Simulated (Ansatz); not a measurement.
Cu Kα1 powder pattern (kinematic, no thermal factors).
```
2θ (°)  relative intensity
 10.79                   7
 16.21                   4
 21.67                   3
 27.18                   4
 31.24                   3
 31.73                   7
 32.76                  26
 33.15                  81
 35.39                   7
 38.35                 100
 41.88                   1
 45.90                   2
 50.32                   6
 55.09                  30
 55.60                  32
 60.19                   3
 60.38                   1
 62.26                   2
 62.97                   2
 65.60                  10
 66.06                  21
 66.28                  11
 68.67                   4
 69.56                  15
 78.27                   1
 82.12                   9
 83.78                   2
 86.45                   1
 88.26                   4
```

The pattern is computed from a structure relaxed with DFT PBE, scalar-relativistic, plane waves, PAW (Ansatz 0.2.0). No spin polarisation. Its elements are Cd, Mg, O.

Problem. Give the structure.

Solution. MgCd₅O₆.
Space group P-3m1 (No. 164). a = 3.303 Å, b = 3.303 Å, c = 16.389 Å, α = 90.00°, β = 90.00°, γ = 120.00°
```json
{"atom": "Mg", "site": "1b", "symmetry": "-3m.", "x": "0.0000", "y": "0.0000", "z": "0.5000"}
{"atom": "Cd", "site": "2d", "symmetry": "3m.", "x": "0.6667", "y": "0.3333", "z": "0.6574"}
{"atom": "Cd", "site": "2d", "symmetry": "3m.", "x": "0.6667", "y": "0.3333", "z": "0.1713"}
{"atom": "Cd", "site": "1a", "symmetry": "-3m.", "x": "0.0000", "y": "0.0000", "z": "0.0000"}
{"atom": "O", "site": "2d", "symmetry": "3m.", "x": "0.3333", "y": "0.6667", "z": "0.5692"}
{"atom": "O", "site": "2c", "symmetry": "3m.", "x": "0.0000", "y": "0.0000", "z": "0.2571"}
{"atom": "O", "site": "2d", "symmetry": "3m.", "x": "0.3333", "y": "0.6667", "z": "0.0857"}
```

A pattern alone doesn't exclude other cells with like lines; this is the one computed.

It was reached by relaxing an invented guess, and it needn't be the stable form of this composition.
